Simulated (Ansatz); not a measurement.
Pt₃W:
```cif
data_Pt3W
_chemical_formula_sum 'Pt3 W1'
_space_group_name_H-M_alt 'Pm-3m'
_space_group_IT_number 221
_space_group_name_Hall '-P 4 2 3'
_cell_length_a 3.92282
_cell_length_b 3.92282
_cell_length_c 3.92282
_cell_angle_alpha 90.000
_cell_angle_beta 90.000
_cell_angle_gamma 90.000
loop_
_atom_site_label
_atom_site_type_symbol
_atom_site_symmetry_multiplicity
_atom_site_Wyckoff_symbol
_atom_site_fract_x
_atom_site_fract_y
_atom_site_fract_z
_atom_site_occupancy
Pt1 Pt 3 c 0.00000 0.50000 0.50000 1
W1 W 1 a 0.00000 0.00000 0.00000 1
```

Relaxed with PBEsol.

**Question.** Decompose the optical modes at the zone centre into irreducible representations, and say which are infrared and Raman allowed.

**Answer.** Point group m-3m: Γ_opt = 2T1u + T2u. Infrared: T1u. Raman: none.

**Question.** Assign frequencies (DFPT, DFT-PBEsol in the program Ansatz with PAW potentials).

**Answer.** T2u 103, T1u 110, T1u 161 cm⁻¹.

A made-up cell: these elements were put on the sites of a structure type; neither database checked (COD, Materials Project) lists it. Its standing as an ambient phase is unchecked. The PBEsol relaxation kept the symmetry of its start; whether a distortion lowers the energy is not shown. The run is not spin-polarised. As this level gives no gap, phonon frequencies hold no LO–TO term and depend on the k-mesh and smearing (Fermi–Dirac, 0.1 eV here). Scalar-relativistic: spin–orbit coupling is off unless named, which matters more the heavier the elements.

Potentials: the earlier of the program's two PAW sets. The files were generated under PBE; for other functionals the program regenerates the frozen cores, and for LDA and PBEsol the local potential too.
